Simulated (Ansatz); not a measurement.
Cu Kα1 powder pattern (kinematic, no thermal factors).
2θ (°) (relative intensity): 18.89 (53), 26.84 (100), 33.03 (100), 38.33 (47), 43.06 (60), 47.41 (22), 55.32 (19), 59.00 (38), 62.54 (33), 65.97 (21), 69.30 (4), 72.57 (7), 75.78 (25), 82.07 (3), 85.18 (19), 88.27 (13)

The pattern is computed from a structure relaxed with DFT PBE, scalar-relativistic, plane waves, PAW in Ansatz. No spin polarisation. Its elements are La, O.

Problem. Give the structure.

Solution. LaO$_{6}$.
Space group Pm-3m (No. 221). a = 4.693 Å, b = 4.693 Å, c = 4.693 Å, α = 90.00°, β = 90.00°, γ = 90.00°
```csv
atom,site,symmetry,x,y,z
La,1a,m-3m,0.0000,0.0000,0.0000
O,6f,4m.m,0.8596,0.5000,0.5000
```

A pattern alone doesn't exclude other cells with like lines; this is the one computed.

The structure comes from a generated guess; another structure or a mixture of phases may lie lower.
